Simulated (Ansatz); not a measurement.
The relaxed structure here is a generated cell of TiSi2: the first start was made by placing the elements on the sites of a structure type, and the end was not matched to a known phase here, so it may be hypothetical. Known forms of TiSi2 include space group No. 63, 70.

A relaxed cell of TiSi$_{2}$ (P-3m1 (No. 164)), relaxed on a k-mesh at least as fine as the one used below. Method: r2SCAN (plane waves to 500 eV, PAW, scalar-relativistic; Ansatz, an electronic-structure program). Γ-centred k-mesh 13×13×5 on the run's cell (coarser than for final values), Fermi–Dirac smearing 0.05 eV.

```
CELL_PARAMETERS angstrom
      5.68146     0.00000     0.00000
     -1.42037     2.46015     0.00000
      0.00000     0.00000     6.21914
ATOMIC_POSITIONS crystal
  Ti 0.00000 0.00000 0.00000
  Ti 0.50000 0.00000 0.00000
  Si 0.16667 0.66667 0.33484
  Si 0.66667 0.66667 0.33484
  Si 0.33333 0.33333 0.66516
  Si 0.83333 0.33333 0.66516
```

The atoms are displaced along an unstable phonon of this cell by (Å):

| atom | ux | uy | uz |
|---|---|---|---|
| Ti1 | 0.030 | -0.051 | 0.000 |
| Ti2 | -0.030 | 0.051 | 0.000 |
| Si3 | 0.075 | -0.130 | 0.000 |
| Si4 | -0.075 | 0.130 | 0.000 |
| Si5 | -0.075 | 0.130 | 0.000 |
| Si6 | 0.075 | -0.130 | 0.000 |

What forces (eV/Å) and pressure result?


```csv
atom,Fx,Fy,Fz
Ti1,0.01,-0.01,0.00
Ti2,-0.01,0.01,0.00
Si3,0.04,0.01,-0.15
Si4,0.03,0.03,-0.15
Si5,-0.04,-0.01,0.15
Si6,-0.03,-0.03,0.15
```

Pressure +0.8 GPa.

The undisplaced cell is probably no minimum: from this displacement the run went on to P4/mmm (No. 123), 0.28 eV/atom below it.

No spin polarisation in the result.
